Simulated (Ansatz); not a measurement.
NbSi$_{2}$ in space group P6_222 (No. 180; Nb on 3c, Si on 6i) at seven volumes, r²SCAN (plane waves, PAW; program Ansatz), shape and atoms relaxed at each. One row is withheld.

| V (Å³/atom) | P (GPa) |
|---|---|
| 13.250 | ? |
| 13.686 | 12.89 |
| 14.123 | 5.93 |
| 14.560 | 0.00 |
| 14.997 | -5.05 |
| 15.434 | -9.33 |
| 15.870 | -12.97 |

**Question.** Fit the shown pressures and predict the withheld one.

**Answer.** P = (3/2)B₀(x^(7/2) − x^(5/2))[1 + (3/4)(B′ − 4)(x − 1)] with x = (V₀/V)^(2/3). Least squares on the six rows gives V₀ = 14.560 Å³/atom, B₀ = 182 GPa, B′ = 4.39. At V = 13.250, x = 1.0649 and P = 21.12 GPa. The run itself gave 21.04 GPa.

The r²SCAN relaxation kept the symmetry of its start. No spin polarisation was allowed.

Potentials: the later of the program's two PAW sets.
